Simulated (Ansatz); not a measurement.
La (diamond, Fd-3m) at seven volumes, DFT-r²SCAN in the program Ansatz with PAW potentials, scaled uniformly. One row is withheld.

| V (Å³/atom) | P (GPa) |
|---|---|
| 33.501 | 6.07 |
| 34.605 | 3.66 |
| 35.710 | ? |
| 36.814 | 0.00 |
| 37.919 | -1.36 |
| 39.023 | -2.46 |
| 40.127 | -3.34 |

Fit the shown pressures and predict the withheld one.

P = (3/2)B₀(x^(7/2) − x^(5/2))[1 + (3/4)(B′ − 4)(x − 1)] with x = (V₀/V)^(2/3). Least squares on the six rows gives V₀ = 36.813 Å³/atom, B₀ = 49.5 GPa, B′ = 5.61. At V = 35.710, x = 1.0205 and P = 1.64 GPa. The run itself gave 1.65 GPa.

The start of the workflow was typed in or built on a structure type; neither database checked (COD, Materials Project) lists it. It is not the phase usual at ambient conditions (space group No. 194). Symmetry was held in the r²SCAN relaxation. At this level the phase is mechanically unstable. The volume moved by -38 % from the start of the relaxation. Spin–orbit coupling is left out wherever it is not named.

Potentials: the earlier of the program's two PAW sets.
